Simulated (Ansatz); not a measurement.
Here is the system:

ZrCu₅:
```cif
data_Cu5Zr
_chemical_formula_sum 'Zr1 Cu5'
_space_group_name_H-M_alt 'P 1'
_space_group_IT_number 1
_cell_length_a 4.74602
_cell_length_b 4.74602
_cell_length_c 4.74602
_cell_angle_alpha 60.000
_cell_angle_beta 60.000
_cell_angle_gamma 60.000
loop_
_space_group_symop_operation_xyz
  'x, y, z'
loop_
_atom_site_label
_atom_site_type_symbol
_atom_site_fract_x
_atom_site_fract_y
_atom_site_fract_z
_atom_site_occupancy
Zr1 Zr 0.00000 0.00000 0.00000 1
Cu1 Cu 0.25000 0.25000 0.25000 1
Cu2 Cu 0.62418 0.62418 0.62418 1
Cu3 Cu 0.62418 0.62418 0.12747 1
Cu4 Cu 0.62418 0.12747 0.62418 1
Cu5 Cu 0.12747 0.62418 0.62418 1
```

This is the LDA-relaxed structure.

**Question.** All from plane-wave PAW LDA (Ansatz code), unless another level is named. Predict the bulk modulus (Birch–Murnaghan fit).

**Answer.** 176 GPa.

**Question.** Predict the highest zone-centre frequency.

**Answer.** 377 cm⁻¹.

Space group F-43m. The workflow started from a Materials Project entry (that database holds measured and hypothetical structures alike); the Crystallography Open Database files this formula in space group No. 216, but the cells were not matched. Its standing as an ambient phase is unchecked. Symmetry was held in the LDA relaxation; its stability against distortions is not shown here. No spin polarisation was allowed. As this level gives no gap, phonon frequencies hold no LO–TO term and depend on the k-mesh and smearing (Fermi–Dirac, 0.1 eV here).

Potentials: the later of the program's two PAW sets.
